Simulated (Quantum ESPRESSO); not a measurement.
Band energies of TiAl

```
CELL_PARAMETERS angstrom
      2.81075     0.00000     0.00000
      0.00000     2.81075     0.00000
      0.00000     0.00000     4.06642
ATOMIC_POSITIONS crystal
  Al 0.00000 0.00000 0.00000
  Ti 0.50000 0.50000 0.50000
```

LDA (pw.x of Quantum ESPRESSO, ONCV potentials, scalar-relativistic); path ΓXMΓZRAZ,XR,MA; energies in eV from the Fermi level.

```
k (1/Å)  point  band 4  band 5  band 6  band 7  band 8  band 9  band 10  band 11
-------  -----  ------  ------  ------  ------  ------  ------  -------  -------
0.00         Γ  -32.28   -9.04   -1.89   -0.86   -0.34    2.16     2.16     3.28
0.34            -32.27   -8.59   -1.55   -0.72   -0.70    2.23     2.63     2.88
0.78            -32.24   -6.72   -2.04   -1.50   -0.59    1.96     2.45     3.54
1.12         X  -32.23   -4.53   -4.51   -1.74   -0.28    1.69     2.53     4.40
1.23            -32.25   -4.50   -4.46   -1.71   -0.22    1.59     2.38     4.39
1.68            -32.48   -3.92   -3.34   -1.10    0.28    0.75     0.86     4.10
2.12            -32.60   -3.26   -1.06   -0.39   -0.29   -0.20     0.24     4.24
2.24         M  -32.60   -3.23   -0.41   -0.41   -0.40   -0.24    -0.24     4.30
2.55            -32.61   -3.82   -1.71   -0.48   -0.27   -0.04     1.06     3.88
2.97            -32.52   -6.39   -0.99   -0.91   -0.12    0.75     1.56     3.58
3.39            -32.35   -8.34   -1.36   -0.75   -0.58    1.71     2.57     3.31
3.82         Γ  -32.28   -9.04   -1.89   -0.86   -0.34    2.16     2.16     3.28
4.26            -32.28   -8.33   -3.94   -0.76    0.35    1.94     1.94     3.29
4.59         Z  -32.28   -7.57   -5.24   -0.69    0.57    1.81     1.81     3.29
4.69            -32.28   -7.54   -5.19   -0.67    0.59    1.72     1.82     3.25
5.10            -32.26   -6.83   -4.15   -0.26    0.05    0.95     2.01     2.55
5.40            -32.24   -5.79   -2.71   -1.75   -0.20    1.28     1.97     2.21
5.71         R  -32.23   -4.94   -2.89   -1.19   -1.06    1.33     1.74     2.30
5.81            -32.24   -4.91   -2.88   -1.13   -1.10    1.35     1.78     2.29
6.21            -32.44   -4.13   -2.59   -1.80    0.31    1.66     2.09     2.66
6.62            -32.62   -2.66   -2.46   -2.31    2.03    2.26     2.52     3.03
6.82         A  -32.61   -2.56   -2.27   -2.27    1.74    2.11     2.81     4.28
7.01            -32.62   -2.72   -2.48   -2.17    2.04    2.18     2.54     3.32
7.38            -32.60   -4.67   -2.31   -1.41    1.39    1.58     1.76     1.97
7.75            -32.44   -6.35   -3.55   -0.05    0.26    1.13     1.53     1.95
8.13            -32.31   -7.34   -4.90   -0.51    0.69    1.37     1.71     3.00
8.40         Z  -32.28   -7.57   -5.24   -0.69    0.57    1.81     1.81     3.29
8.40         X  -32.23   -4.53   -4.51   -1.74   -0.28    1.69     2.53     4.40
8.85            -32.23   -4.80   -3.75   -1.32   -0.54    1.72     2.15     2.39
9.18         R  -32.23   -4.94   -2.89   -1.19   -1.06    1.33     1.74     2.30
9.18         M  -32.60   -3.23   -0.41   -0.41   -0.40   -0.24    -0.24     4.30
9.56            -32.61   -2.94   -1.77   -1.77    0.35    1.88     1.88     2.91
9.95         A  -32.61   -2.56   -2.27   -2.27    1.74    2.11     2.81     4.28
```

A metal at this level: along this path bands 8, 9, 10 cross the Fermi level.

Geometry of the Materials Project entry, not relaxed at this level.
